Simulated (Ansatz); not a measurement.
Na3BrO:
```cif
data_BrNa3O
_chemical_formula_sum 'Na3 Br1 O1'
_space_group_name_H-M_alt 'P 1'
_space_group_IT_number 1
_cell_length_a 4.53526
_cell_length_b 4.53526
_cell_length_c 4.53526
_cell_angle_alpha 90.000
_cell_angle_beta 90.000
_cell_angle_gamma 90.000
loop_
_space_group_symop_operation_xyz
  'x, y, z'
loop_
_atom_site_label
_atom_site_type_symbol
_atom_site_fract_x
_atom_site_fract_y
_atom_site_fract_z
_atom_site_occupancy
Na1 Na 0.00000 0.50000 0.50000 1
Na2 Na 0.50000 0.00000 0.50000 1
Na3 Na 0.50000 0.50000 0.00000 1
Br1 Br 0.00000 0.00000 0.00000 1
O1 O 0.50000 0.50000 0.50000 1
```

Relaxed with r²SCAN. Independent-particle spectrum: no excitons, no local fields, no scissors shift; 0.1 eV broadening; ε₁ of the summed bands alone.

Problem. Tabulate the dielectric function from plane-wave PAW r²SCAN (Ansatz code).

Solution. 

```csv
E (eV),ε₁ xx,ε₂ xx
0.0,2.93,0.00
0.5,2.94,0.00
1.0,2.97,0.00
1.5,3.04,0.00
2.0,3.16,0.00
2.5,3.45,0.01
3.0,3.52,0.54
3.5,3.40,0.67
4.0,3.39,0.74
4.5,3.48,0.83
5.0,3.72,1.02
5.5,3.70,1.88
6.0,3.38,2.10
6.5,2.50,1.85
7.0,2.85,1.19
7.5,4.20,1.89
8.0,2.66,3.51
8.5,2.70,3.79
9.0,1.43,4.45
9.5,0.06,3.35
10.0,0.76,1.59
10.5,1.17,2.56
11.0,1.10,3.32
11.5,-0.56,3.05
12.0,-1.09,2.38
```

Problem. From ε at 4.1 eV (xx: 3.40 + 0.76i), find n, k, the normal reflectivity and the absorption coefficient.

Solution. n = 1.86, k = 0.205, R = 10 %, α = 2kE/ħc = 85000 cm⁻¹.

With all bands, ε∞ without local fields is 3.01.

Space group Pm-3m (anti-perovskite). The workflow started from a Materials Project entry (that database holds measured and hypothetical structures alike); the Crystallography Open Database copy checked does not list it. Its standing as an ambient phase is unchecked. The cell was relaxed with r²SCAN under the symmetry of its start; whether a distortion lowers the energy is not shown. Scalar-relativistic: spin–orbit coupling is off unless named, which matters more the heavier the elements.

Potentials: the later of the program's two PAW sets.
